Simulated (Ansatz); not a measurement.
**NaLaMnMoO6: changing the pressure**

The cell as given:

```cif
data_structure
_symmetry_space_group_name_H-M 'Cm'
_symmetry_Int_Tables_number 8
_cell_length_a 9.4448
_cell_length_b 5.4738
_cell_length_c 5.4846
_cell_angle_alpha 90.000
_cell_angle_beta 125.386
_cell_angle_gamma 90.000
_cell_volume 231.16
loop_
_atom_site_label
_atom_site_type_symbol
_atom_site_symmetry_multiplicity
_atom_site_Wyckoff_symbol
_atom_site_fract_x
_atom_site_fract_y
_atom_site_fract_z
_atom_site_occupancy
Na1 Na 2 a 0.75021 0.50000 0.74459 1
La1 La 2 a 0.75117 0.00000 0.25707 1
Mn1 Mn 2 a 0.49918 0.00000 0.49917 1
Mo1 Mo 2 a 0.50110 0.50000 0.00114 1
O1 O 4 b 0.03304 0.74802 0.28520 1
O2 O 2 a 0.25187 0.00000 0.18775 1
O3 O 2 a 0.24777 0.50000 0.81124 1
O4 O 4 b 0.96645 0.74762 0.71525 1
```

The cell comes from a database or a generator and needn't be the stable form of this composition.

Kept alike: task relaxation of cell and atoms; functional PBE; k mesh 5 × 5 × 5; occupations fermi-dirac, width 0.05 eV; collinear spin, ferromagnetic start. Program: Ansatz, Ansatz PAW, cutoff 420 eV. The mesh is that of the run's cell of 10 atoms. No spin-orbit coupling.

| run | volume (Å³/atom) | first edge of the run's cell (Å) | third edge of the run's cell (Å) | largest site moment (μB) |
| --- | --- | --- | --- | --- |
| A | 10.470 | 5.275 | 5.327 | 1.63 |
| B | 11.275 | 5.412 | 5.440 | 2.21 |
| C | 11.552 | 5.456 | 5.493 | 2.54 |
| D | 10.922 | 5.353 | 5.392 | 1.74 |

For a metal such a mesh leaves the last digits unconverged. The runs follow the start's structure, whether or not it is the stable one at these pressures. Ansatz's relaxations hold a Pulay term in the stress (up to 0.7 GPa here). P is the pressure aimed at, which the runs meet within some hundredths to tenths of a GPa. The runs hold the magnetic state that their start led to, which needn't be the lowest. Site moments count inside each atom's sphere or projector.

Problem. The runs differ in the pressure alone: 2; 5; 10; 20 GPa. Which run is which?

Solution. Run A is 20 GPa; run B is 5 GPa; run C is 2 GPa; run D is 10 GPa. The volume falls from 11.552 to 10.470 Å³/atom between 2 and 20 GPa. The volume falls ever more slowly, since the solid stiffens under load. The first edge of the run's cell falls from 5.456 to 5.275 Å between 2 and 20 GPa. The third edge of the run's cell falls from 5.493 to 5.327 Å between 2 and 20 GPa. The largest site moment falls from 2.54 to 1.63 μB between 2 and 20 GPa.
